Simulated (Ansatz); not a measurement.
Relaxed In2Au (fluorite type, space group Fm-3m):

```
CELL_PARAMETERS angstrom
      0.00000     6.46483     6.46483
      3.23241     3.23241     6.46483
      3.23241     3.23241     0.00000
ATOMIC_POSITIONS crystal
  In 0.00000 0.75000 0.75000
  In 0.50000 0.75000 0.75000
  In 0.00000 0.25000 0.25000
  In 0.50000 0.25000 0.25000
  Au 0.00000 0.00000 0.00000
  Au 0.50000 0.00000 0.00000
```

A phonon eigenvector at X = (0.5, 0.5, 0.0) is frozen into this cell: atom i moves by Q times the vector below, so Q is the largest atomic displacement, in Å. The cell is held. It is one choice among 3 degenerate patterns. (q is in reciprocal vectors of the primitive cell; the cell shown is doubled to hold the pattern.)

```json
[
 {"atom": "In1", "x": "0.000", "y": "0.000", "z": "-1.000"},
 {"atom": "In2", "x": "0.000", "y": "0.000", "z": "1.000"},
 {"atom": "In3", "x": "0.000", "y": "0.000", "z": "-1.000"},
 {"atom": "In4", "x": "0.000", "y": "0.000", "z": "1.000"}
]
```

Atoms not listed stay in place.

The numbers are results of LDA (plane waves to 420 eV, PAW, scalar-relativistic; Ansatz, a program for electronic structure), not measurements. k mesh 13×13×13 (Γ-centred), Fermi-Dirac smearing 0.05 eV. The energy includes the smearing's −TS. With partly filled bands, energies and forces of such displacements shift with the k mesh and the smearing. In2Au was relaxed with its symmetry unable to fall. Spin-orbit coupling is left out, though Au is heavy. ΔE is measured from the undisplaced structure. The last digit holds for this mesh only.

```csv
Q (Å),ΔE (meV/cell)
-0.1000,withheld
-0.0833,38.96
-0.0667,24.93
-0.0500,14.02
-0.0333,6.23
-0.0167,1.56
0.0000,0.00
0.0167,1.56
0.0333,6.23
0.0500,14.02
0.0667,24.93
0.0833,38.96
0.1000,withheld
```

Q: Fit an even polynomial form (powers 2, 4) to the given rows and predict ΔE at Q = 0.1000.

A: Least squares on the 11 given rows: ΔE = (5599)·Q² + (2186)·Q⁴, in meV/cell with Q in Å; root-mean-square residual 0.013 meV/cell. At 0.1000 the fit gives 56.21 meV/cell; the calculation gives 56.12 meV/cell, so the extrapolation is off by 0.09 (+0.2 %). The quadratic term alone would give 55.99 meV/cell.

(A displaced cell: forces are minus the slopes of the energy, force constants its curvatures, and phonons follow from these.)
